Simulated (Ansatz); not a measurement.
# rocksalt-structured TiN

Level of theory: DFT, r²SCAN, scalar-relativistic, collinear spin; plane waves to 500 eV with PAW datasets (Ansatz 0.2.0), 14×14×14 k-mesh, Gaussian smearing of 0.05 eV; PAW files: Ansatz's generated set soft_2.

```
Ti N
1.0
     0.00000    2.11626    2.11626
     2.11626    0.00000    2.11626
     2.11626    2.11626    0.00000
Ti N
1 1
Cartesian
  2.1163 2.1163 2.1163
  0.0000 0.0000 0.0000
```

The start was a prototype's sites filled with these elements; the Crystallography Open Database holds the compound in this structure.

Magnetic state: non-magnetic, site spin moments none.

The run above is the reference. The same cell was run again with other input settings; several of them aren't fit for production, so the rows show the settings' effect and aren't properties of the material.

| keys changed | outcome | ΔE (meV/atom) | P (GPa) | gap on the mesh (eV) | cell moment (μB) | largest force component (eV/Å) | SCF iterations | rough core-seconds | new warnings |
| --- | --- | --- | --- | --- | --- | --- | --- | --- | --- |
| none (reference) | converged | 0.0 | 0.0 | metal | 0.00 | 0.000 | – | – | – |
| basis.ecutwfc: 500 → "250 eV"; scf.n_extra_bands: 4; hamiltonian.xc: "r2scan" → "lda" | converged | – | -23.5 | metal | 0.00 | 0.000 | 10 | 4 | cutoff below recommended |
| scf.occupations.width: 0.05 → 0.005 | converged | 0.0 | 0.0 | metal | 0.05 | 0.000 | 15 | 14 | filled band counts differ across k points |
| kpoints.mp_grid.grid: [14, 14, 14] → [11, 11, 11] | converged | 3.1 | 0.1 | metal | -0.07 | 0.000 | 25 | 14 | – |
| basis.ecutrho_ratio: 4 → 8; accuracy: "low" | converged | 0.0 | 0.0 | metal | 0.00 | 0.000 | 15 | 17 | – |
| scf.eigensolver.kind: "davidson"; basis.precision: "f64" | converged | 0.0 | 0.0 | metal | 0.00 | 0.000 | 20 | 20 | – |

ΔE is the energy with the smearing extrapolated to zero. It is left out where the change alters the Hamiltonian or the spin treatment. The varied runs start from atomic densities (corrected by the program's trained start where that serves), with the default search for lower states unless a row changes it.

Problem. What happens with these changes: scf.occupations.method: "gaussian" → "methfessel_paxton"; scf.occupations.width: 0.05 → 0.025?

Solution. outcome converged, ΔE (meV/atom) 0.1, P (GPa) 0.0, gap on the mesh (eV) metal, cell moment (μB) 0.04, largest force component (eV/Å) 0.000, SCF iterations 20, rough core-seconds 21.

3 further runs (cut off, refused for memory, with changed atoms or starts, or in doubt) are left out.
